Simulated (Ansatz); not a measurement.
TiAl3 (D022 type, space group I4/mmm)

```yaml
crystal:
  lattice:
    - [-1.92294, 1.92294, 4.30997]
    - [1.92294, -1.92294, 4.30997]
    - [1.92294, 1.92294, -4.30997]
  atoms:
    - { symbol: Al, position: [0.50000, 0.50000, 0.00000] }
    - { symbol: Al, position: [0.75000, 0.25000, 0.50000] }
    - { symbol: Al, position: [0.25000, 0.75000, 0.50000] }
    - { symbol: Ti, position: [0.00000, 0.00000, 0.00000] }
```

In each cell atom 2 (Al, nearest neighbour Al at 2.719 Å; its periodic images, 3.8 Å or more away, move with it) moves by s·(0.577, 0.577, 0.577) (along Cartesian [111]), the rest being held.

Computed with PBE (plane waves to 420 eV, PAW, scalar-relativistic; Ansatz, a quantum-chemistry and plane-wave program). k mesh 14×14×14 (Γ-centred), Fermi-Dirac smearing 0.05 eV. The energy includes the smearing's −TS. With partly filled bands, energies and forces of such displacements shift with the k mesh and the smearing. TiAl3 is run without spin polarisation. TiAl3 was relaxed with its symmetry unable to fall. The zero of ΔE is the undisplaced structure. The last digit holds for this mesh only.

```json
[
 {"s (Å)": "-0.270", "ΔE (meV/cell)": "250.8"},
 {"s (Å)": "-0.216", "ΔE (meV/cell)": "158.1"},
 {"s (Å)": "-0.162", "ΔE (meV/cell)": "87.8"},
 {"s (Å)": "-0.108", "ΔE (meV/cell)": "38.7"},
 {"s (Å)": "-0.054", "ΔE (meV/cell)": "9.6"},
 {"s (Å)": "0.000", "ΔE (meV/cell)": "0.0"},
 {"s (Å)": "0.054", "ΔE (meV/cell)": "9.6"},
 {"s (Å)": "0.108", "ΔE (meV/cell)": "38.7"},
 {"s (Å)": "0.162", "ΔE (meV/cell)": "87.8"},
 {"s (Å)": "0.216", "ΔE (meV/cell)": "158.1"},
 {"s (Å)": "0.270", "ΔE (meV/cell)": "250.8"}
]
```

**Question.** What force constant k = d²E/ds² at s = 0 does the table give?

**Answer.** 6.6 eV/Å². It is the second difference of the nearest points, corrected with the next pair.

**Question.** With k = 6.59 eV/Å² from the forces, is the well harmonic out to s = 0.270 Å?

**Answer.** ½ks² = 240 meV/cell against the computed 251 meV/cell, so the well is close to harmonic there.

(A displaced cell: forces are minus the slopes of the energy, force constants its curvatures, and phonons follow from these.)
